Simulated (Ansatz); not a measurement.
AlCrB:
```
CELL_PARAMETERS angstrom
      1.48334    -6.91631     0.00000
      1.48334     6.91631     0.00000
      0.00000     0.00000     2.94592
ATOMIC_POSITIONS crystal
  Al 0.69101 0.30899 0.25000
  Al 0.30899 0.69101 0.75000
  B  0.46746 0.53254 0.75000
  B  0.53254 0.46746 0.25000
  Cr 0.08368 0.91632 0.75000
  Cr 0.91632 0.08368 0.25000
```

Relaxed with PBEsol. Special points in fractions of this cell's reciprocal vectors: Γ (0.000, 0.000, 0.000); Y (-0.500, 0.500, 0.000); C0 (-0.261, 0.739, 0.000); Σ0 (0.261, 0.261, 0.000); Z (0.000, 0.000, 0.500); A0 (0.261, 0.261, 0.500); E0 (-0.261, 0.739, 0.500); T (-0.500, 0.500, 0.500); S (0.000, 0.500, 0.000); R (0.000, 0.500, 0.500).

Question: List the band energies nearest the Fermi level at these points for the program Ansatz at the PBEsol level (PAW).

Answer: In eV from the Fermi level; about four levels below and three above (degenerate sets whole), none deeper than 8.9 eV; points with the same levels are listed once.

```
k                     below                above
--  -----------------------  -------------------
Γ   -2.89 -2.78 -0.21 -0.09       0.26 0.35 0.36
Y   -2.82 -2.12 -0.09 -0.06       0.19 0.26 0.54
C0  -1.95 -1.40 -1.10 -0.91       0.54 0.60 0.79
Z   -2.68 -2.68 -0.18 -0.18  0.77 0.77 0.87 0.87
A0  -2.10 -2.10 -1.60 -1.60  1.02 1.02 1.30 1.30
T   -2.91 -2.91 -0.21 -0.21  0.21 0.21 1.21 1.21
S   -1.96 -1.41 -1.10 -0.91       0.54 0.67 0.71
R   -2.09 -2.09 -1.62 -1.62  0.99 0.99 1.32 1.32
```

Space group Cmcm. The start of the workflow was typed in or built on a structure type; neither database checked (COD, Materials Project) lists it. Its standing as an ambient phase is unchecked. Symmetry was held in the PBEsol relaxation; whether a distortion lowers the energy is not shown. The workflow began spin-polarised and lost its moments.

Potentials: the later of the program's two PAW sets.
